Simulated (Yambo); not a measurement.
A G0W0@LDA run in Yambo for TlGeCl₃ (space group Cm, No. 8) (2×2×2 Γ-centred k mesh, 275 bands and a 8 Ry block in the screening, 275 bands in G with the Bruneval-Gonze terminator, plasmon pole fitted at 27.2 eV) gives these matrix elements, in eV, at the band edges ((-0.5, -0.5, -0.5) → (-0.5, -0.5, -0.5)):

| state | E0 | <Vxc> | <Σx> | <Σc(E0)> | Z |
|---|---|---|---|---|---|
| valence edge | 0.000 | -14.861 | -17.211 | 1.246 | 0.782 |
| conduction edge | 1.301 | -11.394 | -7.285 | -3.592 | 0.801 |

### Question
Solve the linearised quasiparticle equation for both states, give the gap, and say how exchange and correlation each act on it.

### Answer
E = E0 + Z(Σx + Σc − Vxc). Valence: 0.000 + 0.782 × (-17.211 + (1.246) − (-14.861)) = -0.86 eV. Conduction: 1.301 + 0.801 × (-7.285 + (-3.592) − (-11.394)) = 1.71 eV. The gap is 2.58 eV, against 1.30 eV in LDA. Replacing Vxc by bare exchange alone would open it by 6.46 eV; correlation takes back 4.84 eV of that, and Z scales what is left. Nearest settings tried, and what they do to the gap: 212 bands in W, 212 bands in G: -5 meV; 6 Ry block (255 vectors against 393): -80 meV; 4×4×4 mesh: -78 meV. So the settings aren't converged at that level. The k mesh is coarse. Spin-orbit coupling is left out; with 6p states at a band edge it can lower the gap by many tenths of an eV, most of a small gap.

The standard potentials for Ge, Tl keep a d shell in the valence without the s and p states of that shell. In tests on such compounds this moved G0W0 gaps by up to about 0.9 eV, so absolute quasiparticle energies here are unreliable; differences between settings are what counts.

Geometry of the Materials Project entry, not relaxed at this level; primitive cell a = 5.3281 Å, b = 5.3281 Å, c = 5.3219 Å, α = 90.77°, β = 90.77°, γ = 89.16°.

The structure is a Materials Project entry; no match was found in the copy of COD used, and its stability was not checked.
